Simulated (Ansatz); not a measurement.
A generator proposed this cell of Ca₂Bi₃Ru₂.

```cif
data_structure
_symmetry_space_group_name_H-M 'P6/mmm'
_symmetry_Int_Tables_number 191
_cell_length_a 4.5352
_cell_length_b 4.5352
_cell_length_c 6.9962
_cell_angle_alpha 90.000
_cell_angle_beta 90.000
_cell_angle_gamma 120.000
_cell_volume 124.62
loop_
_atom_site_label
_atom_site_type_symbol
_atom_site_symmetry_multiplicity
_atom_site_Wyckoff_symbol
_atom_site_fract_x
_atom_site_fract_y
_atom_site_fract_z
_atom_site_occupancy
Ca1 Ca 2 e 0.00000 0.00000 0.74869 1
Bi1 Bi 3 f 0.50000 0.00000 0.00000 1
Ru1 Ru 1 b 0.00000 0.00000 0.50000 1
Ru2 Ru 1 a 0.00000 0.00000 0.00000 1
```

The calculation used DFT PBE, scalar-relativistic, plane waves, PAW (Ansatz). Plane waves to 420 eV, a k mesh through Γ of 6×6×4 on the computed 7-atom cell and Gaussian smearing (0.10 eV); no spin polarisation.

The zero of energy is the elements' standard structures at the same level; no fitted shifts are applied.

Task: How far from equilibrium is it?

Result: The pressure is 238.3 GPa (the mean over three directions, positive in compression), the largest force is 8.83 eV/Å, and the energy is +10.12 eV/atom against the elements. The shortest distance is 1.74 Å.

Task: How much does it gain on relaxing, and where does it end?

Result: Relaxing gains about 9.1 eV/atom (the start's value is from the coarse mesh, so the gain is rough) in 23 ionic steps and ends at +1.07 eV/atom on the finer mesh. The symmetry stays P6/mmm (No. 191). The volume per atom grows by 189.7 %, from 17.8 to 51.6 Å³. The shortest distance goes from 1.74 Å (Ca–Ru) to 2.62 Å (Ca–Ru). The ratio c/a of the conventional cell changes by a factor of 1.11. Conventional cell: a = 6.241 Å, c = 10.702 Å. Ca has 2 Ru at 2.62–2.73 Å and 6 Bi at 4.07 Å; Bi has 2 Ru at 3.12 Å, 4 Bi at 3.12 Å and 4 Ca at 4.07 Å; around Ru on its first site lie 2 Ca at 2.73 Å; 1 more site not described.

The last run used collinear spin, a 6×6×4 mesh (in the run's order of axes) for its 7-atom cell and Gaussian smearing of 0.10 eV. Spin–orbit coupling, which can matter for Bi, is left out. The magnetic state reached may not be the lowest. The relaxation can't lower the symmetry of the start. Symmetry constrained the relaxation, so the result can be a saddle point.
